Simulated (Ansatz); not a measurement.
Values for one crystal, relaxed and computed with plane-wave PAW r²SCAN (Ansatz code); other levels are named.

| Quantity | Value |
|---|---|
| Volume per atom | 13.83 Å³ |
| Electronic character | metallic (no gap) |
| Formation energy from the elements (no fitted shifts) | -223 meV/atom |
| Density of states at the Fermi level | 0.36 states/eV per atom (mean over ±0.08 eV) |

Which of these materials gives this?
A) YIr2, cubic Laves (MgCu2 type)
B) Nb2Pd, Fmmm (Nb on 8i, Pd on 4a)
C) ZnIr, P-6m2 (Zn on 1f, Ir on 1a)
D) YAu2, MoSi2 or CaC2 type

C, ZnIr, P-6m2 (Zn on 1f, Ir on 1a)

The workflow started from a Materials Project entry (that database holds measured and hypothetical structures alike); the Crystallography Open Database copy checked does not list it. With Zn and Ir taken as one species the cell has the higher symmetry P6_3/mmc, so it may be an ordered model of a mixed-site phase. Whether it is the stable phase at ambient conditions was not checked. The r²SCAN relaxation kept the symmetry of its start; its stability against distortions is not shown here. The run is not spin-polarised. The references are the lowest solids computed at this level, not always the standard phases. Scalar-relativistic: spin–orbit coupling is off unless named, which matters more the heavier the elements.

Potentials: the later of the program's two PAW sets.
